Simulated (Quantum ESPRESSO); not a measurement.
**Kohn-Sham bands of SiO₂ (P6₄22)**

```
CELL_PARAMETERS angstrom
      5.06052     0.00000     0.00000
     -2.53026     4.38254     0.00000
      0.00000     0.00000     5.54135
ATOMIC_POSITIONS crystal
  Si 0.00000 0.50000 0.33333
  Si 0.50000 0.00000 0.00000
  Si 0.50000 0.50000 0.66667
  O  0.58279 0.79139 0.83333
  O  0.79139 0.58279 0.50000
  O  0.20861 0.79139 0.16667
  O  0.41721 0.20861 0.83333
  O  0.20861 0.41721 0.50000
  O  0.79139 0.20861 0.16667
```

Structure: Materials Project mp-10851, symmetrised, not relaxed again. Not found in the COD (Crystallography Open Database) copy used, which has the formula in other groups; not checked further. Computed values, not measurements, from PBEsol: Quantum ESPRESSO (norm-conserving PseudoDojo potentials, cutoff 68 Ry, no spin polarisation, no spin-orbit coupling) on a Γ-centred 6×6×4 mesh, then Wannier90. Density: 12×12×6 mesh, cold smearing 0.01 Ry.

Task: List the Kohn-Sham levels between −8 and 8.7 eV relative to the valence-band maximum at the high-symmetry points, as a band run of pw.x on that density gives them (levels within 2 meV counted together).

Result: 
```
point  k (reciprocal lattice)                                                                                                                        levels (eV)
-----  ----------------------  ---------------------------------------------------------------------------------------------------------------------------------
Γ           0.000 0.000 0.000                         -5.79, -5.51, -5.41 (×2), -2.91, -2.90 (×2), -2.59, -1.76, -1.75 (×2), -1.00 (×2), -0.48 (×2), -0.20, 5.66
M           0.500 0.000 0.000  -7.67, -6.08, -5.79, -5.63, -4.78, -3.12, -3.04, -2.57, -2.43, -2.15, -2.06, -1.72, -1.20, -1.17, -1.02, -0.36, -0.01, 7.69, 8.52
K           0.333 0.333 0.000               -6.95 (×2), -5.61 (×2), -4.69, -3.04 (×2), -2.75, -2.24, -2.07 (×2), -1.78, -1.47 (×2), -0.50 (×2), -0.07, 8.44 (×2)
A           0.000 0.000 0.500         -6.45 (×2), -5.91 (×2), -4.72, -2.76 (×2), -2.56, -2.16 (×2), -2.11 (×2), -1.87, -1.17, -0.30, -0.01 (×2), 7.47 (×2), 8.38
L           0.500 0.000 0.500        -7.60, -6.73, -5.51, -5.32, -5.12, -3.25, -3.22, -2.54, -2.34, -2.17, -1.55, -1.41, -1.35, -0.94, -0.74, -0.71, -0.35, 8.55
H           0.333 0.333 0.500                         -6.91, -5.36 (×2), -5.16, -3.30, -2.92 (×2), -2.16, -2.02 (×2), -1.05 (×2), -0.92, -0.89, -0.68 (×2), 8.52
```
